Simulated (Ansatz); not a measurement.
An input for the plane-wave PAW code Ansatz:

```yaml
crystal:
  lattice:
    - [-1.6061689448, 1.6061689448, 1.6061689448]
    - [1.6061689448, -1.6061689448, 1.6061689448]
    - [1.6061689448, 1.6061689448, -1.6061689448]
  atoms:
    - { symbol: W, position: [0.0, 0.0, 0.0] }
basis:
  ecutwfc: 420
  ecutrho_ratio: 4
kpoints:
  mp_grid: { grid: [8, 8, 8] }
hamiltonian:
  xc: pbe
scf:
  occupations: { method: gaussian, width: 0.05 }
output:
  forces: true
  stress: true
  eigenvalues: true
```

The output:

```
Pseudopotentials: kind: paw
Pseudopotential: W, paw, valence charge 14, recommended cutoff 420 eV (normal), W.paw.azcp
Crystal: 1 atoms, lattice volume = 16.574 Å³
Basis set: ecut = 420 eV, 321 PW (Γ), exchange–correlation on 40×40×40 points (8 copies of the dense FFT grid, shifted against one another)
Bands: 11, of which v1, the nominal top of the filled ones, is band 7 counted from 1 (6 counted from 0)
Symmetry: 48 space group operations
Space group: Im-3m (ITA 229), of the structure as read, at distance tolerance 2.5e-5 Å
k-points: 29 of 512
Initial density: superposition of atomic densities (neutral atoms: chi_scale 0, normalization atom), corrected by the library's trained network
Initial wavefunctions: pseudopotential atomic-orbital guess
Functional: x = pbe(κ = 0.804, μ = 0.21951), c = pbe(β = 0.06672)
```

```
SCF iter   1: F=—  HF=-10384.814501 eV  |F-HF|=—  |Δ(HF+E_count)|=         —  Δρ=2.39e-3  dr2=2.74e-4
SCF iter   2: F=—  HF=-10384.814312 eV  |F-HF|=—  |Δ(HF+E_count)|=   1.88e-4  Δρ=1.19e-3  dr2=5.55e-5
SCF iter   3: F=—  HF=-10384.814336 eV  |F-HF|=—  |Δ(HF+E_count)|=   2.37e-5  Δρ=1.28e-4  dr2=1.79e-6
SCF iter   4: F=—  HF=-10384.814336 eV  |F-HF|=—  |Δ(HF+E_count)|=   1.35e-7  Δρ=8.69e-5  dr2=1.01e-6
SCF iter   5: F=—  HF=-10384.814335 eV  |F-HF|=—  |Δ(HF+E_count)|=   3.98e-7  Δρ=3.39e-5  dr2=1.53e-7
SCF iter   6: F=-10384.814335 eV  HF=-10384.814335 eV  |F-HF|=4.64e-9  |Δ(HF+E_count)|=   6.86e-8  Δρ=6.43e-6  dr2=5.59e-9
```

```
SCF 1 converged in 6 iterations: F = -10384.814335 eV  dr2 = 5.59e-9
SCF converged after 6 iterations
Free energy (F): -10384.814335 eV
E sigma→0 (E₀):  -10384.814335 eV
Fermi energy:    21.308484 eV
--- Forces (eV/Å), atoms counted from 1 ---
  atom   1  W      0.00000000     0.00000000     0.00000000
--- Stress (GPa, compression-positive) ---
       -7.494290       0.000000       0.000000
        0.000000      -7.494290       0.000000
        0.000000       0.000000      -7.494290
  P = ⅓ Tr σ = -7.4943 GPa (-74.943 kbar)
```

In short (PBE): pressure -7.5 GPa, gap on the mesh zero (metallic).

No spin–orbit coupling, a notable omission for heavy elements. The k-mesh is coarse, so small energy differences aren't converged.
